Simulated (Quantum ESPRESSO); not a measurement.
Ga2SiMgP4, a curve over one atom's position

A calculation, not a measurement. The program is pw.x of Quantum ESPRESSO 7.5 (plane-wave density functional theory). The cell is made up: 8 atoms on a zincblende/diamond lattice, with randomly drawn elements, strain and displacements, not relaxed. PseudoDojo standard norm-conserving files (v0.5 for PBE, v0.4.1 for LDA and PBEsol) set the functional; there is no spin polarisation, spin-orbit coupling or dispersion term, and the masses in the input are unused placeholders.

Seven runs move atom 3 (Mg, counted in the order of the input) along z and keep all else fixed.

Input of the run at +0.0126:

```
&control calculation='scf', pseudo_dir='./dojo.nc.sr.pbe.v0_5.standard.upf', outdir='./o', disk_io='medium', tprnfor=.true., tstress=.true. /
&system ibrav=0, nat=8, ntyp=4, nbnd=36, ecutwfc=84.00895049, nosym=.true., tot_charge=0,
 occupations='smearing', smearing='fd', degauss=0.0018374661
/
&electrons conv_thr=7.350e-09, electron_maxstep=60, /
ATOMIC_SPECIES
Ga 1.0 Ga.upf
Mg 1.0 Mg.upf
P 1.0 P.upf
Si 1.0 Si.upf
CELL_PARAMETERS angstrom
5.4408 -0.058 0.01
-0.058 5.4713 -0.0472
0.01 -0.0472 5.3062
ATOMIC_POSITIONS angstrom
Ga -0.045 -0.0616 -0.0433
Si -0.0868 2.7421 2.6501
Mg 2.7295 -0.109 2.7393
Ga 2.7627 2.6936 0.0251
P 1.3723 1.3398 1.2989
P 1.4139 4.1312 3.9775
P 4.1018 1.223 3.8815
P 3.9791 4.1475 1.2725
K_POINTS automatic
4 4 4 1 1 1
```

```
shift of atom 3 along z (Å)  free energy less that of the input shown (eV)  Fx on atom 3 (eV/Å)  Fy on atom 3 (eV/Å)  Fz on atom 3 (eV/Å)  pressure (GPa)  iterations
                    -0.1196                                        -0.1218               -1.156                1.340                0.030            6.73          10
                    -0.0553                                        -0.0942               -0.914                1.250               -0.903            6.79          10
                    +0.0126                                         0.0000               -0.665                1.195               -1.870            6.96          10
                    +0.0523                                         0.0857               -0.521                1.183               -2.439            7.11          10
                    +0.0879                                         0.1811               -0.391                1.181               -2.920            7.27          10
                    +0.1190                                         0.2785               -0.278                1.186               -3.349            7.43          10
                    +0.1662                                         0.4512               -0.102                1.217               -3.954            7.71          10
```

A cubic fit gives dFz/dz = -14.28 eV/Å² at zero shift. Across the table the free energy follows the integral of the force to within 0.7 meV. A rerun of one of the cells at 1437 eV and a 6 x 6 x 6 mesh moved values by no more than 0.008 eV in energy, 0.02 GPa in stress and 0.009 eV/Å in force.